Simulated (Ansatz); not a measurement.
The relaxed structure here is a generated cell of Hg: the first start was made by placing the elements on the sites of a structure type, and the end was not matched to a known phase here, so it may be hypothetical.

The end point of a relaxation of Hg. Space group Pm-3n (No. 223). All values below come from r2SCAN (plane waves to 500 eV, PAW, scalar-relativistic; Ansatz, a first-principles code).

Space group Pm-3n (No. 223); a = 6.094 Å, b = 6.094 Å, c = 6.094 Å, α = 90.00°, β = 90.00°, γ = 90.00°

```json
[
 {"atom": "Hg", "site": "6c", "symmetry": "-4m.2", "x": "0.0000", "y": "0.5000", "z": "0.2500"},
 {"atom": "Hg", "site": "2a", "symmetry": "m-3.", "x": "0.0000", "y": "0.0000", "z": "0.0000"}
]
```

Predict the band gap from r2SCAN.

0.18 eV, indirect (valence top at Γ, conduction bottom at X) (no spin-orbit coupling).

Estimate the smallest direct gap that r2SCAN returns for this input.

0.52 eV at M.

No spin polarisation in the result. Without spin-orbit coupling the bands of the heavy element are not split, so the gap can be far off.

The run could not lose the symmetry of its start, so the end can be a saddle point.

All atoms sit on sites fixed by symmetry, so only the cell could relax.
